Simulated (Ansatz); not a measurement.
# 4 guesses for SnTeO4 and where they end

The calculation used DFT PBE, scalar-relativistic, plane waves, PAW (Ansatz). Settings: cutoff 420 eV, Γ-centred meshes spaced at most about 0.3 Å⁻¹, and about 0.25 Å⁻¹ or finer for metals (2π included), Gaussian smearing. No spin polarisation in the final relaxations.

Each guess was relaxed in cell and atoms at zero pressure, within the symmetry of its start. All energies are static (0 K, no zero-point motion). Coordination counts O or Te atoms around Sn (for each partner element, those within 1.25 times its shortest distance or 1.15 times the sum of covalent radii, where it is the nearest in units of that sum or under 1.3; a plus sign parts groups by distance over the sum of covalent radii; the shortest distance is added where it exceeds 1.18 times the sum of covalent radii).

```tsv
guess	made from	start group	V start (Å³/atom)	end group	V end (Å³/atom)	coordination at the end	gap on mesh (eV)	E over the lowest end (meV/atom)
1	random cell	P4mm	19.5	?	?	?	?	?
2	Ti4CuAg type	P4/mmm	17.7	P4/mmm	11.3	Sn 2+8	0	788
3	CePrO4 type	P4/mmm	14.9	P4/mmm	12.2	Sn 8	0.31	0
4	Zr4FeCo type	I422	20.7	I422	12.3	Sn 10	0	550
```

Guess 1 as it starts:

```xyz
6
Lattice="4.2587 0.0000 0.0000 0.0000 4.2587 0.0000 0.0000 0.0000 6.4487" Properties=species:S:1:pos:R:3 pbc="T T T"
Sn    0.0000    0.0000    0.8764
Te    2.1293    2.1293    3.2160
O     3.6887    2.1293    3.2620
O     0.5700    2.1293    3.2620
O     2.1293    3.6887    3.2620
O     2.1293    0.5700    3.2620
```

Q: Predict the end of this guess and its energy over the lowest end.

A: It ends in space group P4mm (No. 99), with a = 5.385 Å, c = 3.517 Å, 17.0 Å³/atom and no gap. It lies 1.01 eV/atom over the lowest end, above guess 2 and so the highest of the set. Counting O or Te atoms around Sn, this end has Sn 8 from 2.9 Å and the lowest (guess 3) has Sn 8.

```xyz
6
Lattice="5.3855 0.0000 0.0000 0.0000 5.3855 0.0000 0.0000 0.0000 3.5167" Properties=species:S:1:pos:R:3 pbc="T T T"
Sn    0.0000    0.0000    2.4892
Te    2.6927    2.6927    0.0742
O     4.4134    2.6927    2.5751
O     0.9721    2.6927    2.5751
O     2.6927    4.4134    2.5751
O     2.6927    0.9721    2.5751
```

Formation energies are uncorrected and refer to the elements' standard structures at the same level (O₂ as a molecule). The references include grey tin.

Q: Is the lowest end bound against the elements?

A: Yes: its formation energy is −0.996 eV/atom. Whether it is stable depends on the other phases of the system, which aren't compared here.

These runs have no spin–orbit coupling, which can matter for Te. Kohn–Sham gaps at this level usually fall short of measured ones. The missing spin–orbit coupling can work the other way here. The zero gap of P4/mmm at 11.3 Å³/atom may come from the functional, which often closes small gaps. The reference form of Te is held partly by dispersion forces, which this level lacks. Cells relaxed within their symmetry can be saddle points. A lower structure may well exist outside this small set. Some candidate types were left out of the draw beforehand, so a known form may be missing.
